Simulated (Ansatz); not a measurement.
Generalised stacking fault of MgS (rock salt) on the {110} plane. The cell below holds the perfect crystal with the plane normal along z; tilting its third vector by the shift puts one fault into each cell, between planes 1.85 Å apart, at fixed cell height.

```
MgS
1.0
    3.69795     0.00000     0.00000
    0.00000     5.22970     0.00000
    1.84898     2.61485     5.54693
S Mg
3 3
Cartesian
  1.54081   2.17904   4.62244
  1.54081   2.17904   0.92449
  3.38979   4.79389   2.77347
  1.54081   4.79389   4.62244
  1.54081   4.79389   0.92449
  3.38979   2.17904   2.77347
```

In-plane vectors a = (3.698, 0.000) Å, b = (0.000, 5.230) Å, area 19.34 Å². The shift is x·a + y·b, and the map repeats with period 1 in x and y. The shift is rigid: no atom relaxes. γ = [E(shift) − E(0)] / area.

Method: PBE (plane waves to 420 eV, PAW, scalar-relativistic; Ansatz, a first-principles code). k mesh 8×8×8 (Γ-centred), Fermi-Dirac smearing 0.05 eV. Compression counts positive. Points where atoms come too close for the PAW data are left out (x in tables, blank in figures). Faults lie only 5.5 Å apart, and holding the cell height and the atoms raises γ above its relaxed value. MgS was relaxed with its symmetry unable to fall. The last digit holds for this mesh only.

Changes of σ normal to the fault (GPa) from the point x = 0.000, y = 0.000 when one coordinate moves alone (two changes are said to add if the coupling is within 5 % of the smaller one, nearly so within 20 %):

```tsv
point	change
x = 0.167, y = 0.000	7.94
x = 0.333, y = 0.000	36.54
x = 0.500, y = 0.000	59.39
x = 0.667, y = 0.000	36.54
x = 0.833, y = 0.000	7.94
x = 0.000, y = 0.167	0.10
x = 0.000, y = 0.333	5.87
x = 0.000, y = 0.500	9.42
x = 0.000, y = 0.667	5.87
x = 0.000, y = 0.833	0.10
```

Question: What is the change at x = 0.167, y = 0.667, where both move, and how far is it from the sum?

Answer: The sum of the single changes is 7.94 + (5.87) = 13.81; the calculation gives 10.18, so the coupling contributes -3.63 (over 20 % of the smaller single change, not additive).

(The slope of γ gives the shear force per area between the displaced halves; near zero shift its curvature is an elastic stiffness.)
